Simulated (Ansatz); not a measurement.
Total density of states per atom from PBEsol in the plane-wave PAW code Ansatz, in 0.25 eV bins, energy from the Fermi level:

| E (eV) | states/eV/atom |
|---|---|
| -7.85 | 0.07 |
| -7.60 | 0.17 |
| -7.35 | 0.38 |
| -7.10 | 0.50 |
| -6.85 | 0.51 |
| -6.60 | 0.41 |
| -6.35 | 0.31 |
| -6.10 | 0.47 |
| -5.85 | 0.57 |
| -5.60 | 0.52 |
| -5.35 | 0.36 |
| -5.10 | 0.34 |
| -4.85 | 0.57 |
| -4.60 | 0.51 |
| -4.35 | 0.54 |
| -4.10 | 0.69 |
| -3.85 | 0.79 |
| -3.60 | 0.93 |
| -3.35 | 0.96 |
| -3.10 | 0.90 |
| -2.85 | 0.81 |
| -2.60 | 0.64 |
| -2.35 | 0.37 |
| -2.10 | 0.40 |
| -1.85 | 0.43 |
| -1.60 | 0.56 |
| -1.35 | 0.52 |
| -1.10 | 0.64 |
| -0.85 | 0.41 |
| -0.60 | 0.34 |
| -0.35 | 0.21 |
| -0.10 | 0.19 |
| 0.15 | 0.13 |
| 0.40 | 0.15 |
| 0.65 | 0.25 |
| 0.90 | 0.33 |
| 1.15 | 0.57 |
| 1.40 | 0.54 |
| 1.65 | 0.54 |
| 1.90 | 0.61 |
| 2.15 | 0.59 |
| 2.40 | 0.75 |
| 2.65 | 0.74 |
| 2.90 | 0.77 |
| 3.15 | 0.81 |
| 3.40 | 0.60 |
| 3.65 | 0.57 |
| 3.90 | 0.56 |
| 4.15 | 0.68 |
| 4.40 | 0.64 |
| 4.65 | 0.61 |

Q: Pick the material that matches.
A. WO3, P2_1/c (W on 4e, O on 4e, O on 4e, O on 4e)
B. Si3W5, I4/mcm (Si on 4a, Si on 8h, W on 16k, W on 4b)
C. SrCd2Ge2, I4/mmm (Sr on 2a, Ge on 4e, Cd on 4d)
D. P2W, Cmc2_1 (P on 4a, P on 4a, W on 4a)

A: D, P2W, Cmc2_1 (P on 4a, P on 4a, W on 4a). Within 0.5 eV of the Fermi level: W 5d 67 %, P 3p 22 %, outside the projected shells 6 %. Projections are on Löwdin-orthogonalised atomic valence shells; empty p or d shells of many metals are not among them.

The workflow started from a Materials Project entry (that database holds measured and hypothetical structures alike); the Crystallography Open Database files this formula in space group No. 36, but the cells were not matched. Whether it is the stable phase at ambient conditions was not checked. The PBEsol relaxation kept the symmetry of its start; of distortions, only those at the zone centre were tested. The run is not spin-polarised. Spin–orbit coupling is left out wherever it is not named.

Potentials: the later of the program's two PAW sets.
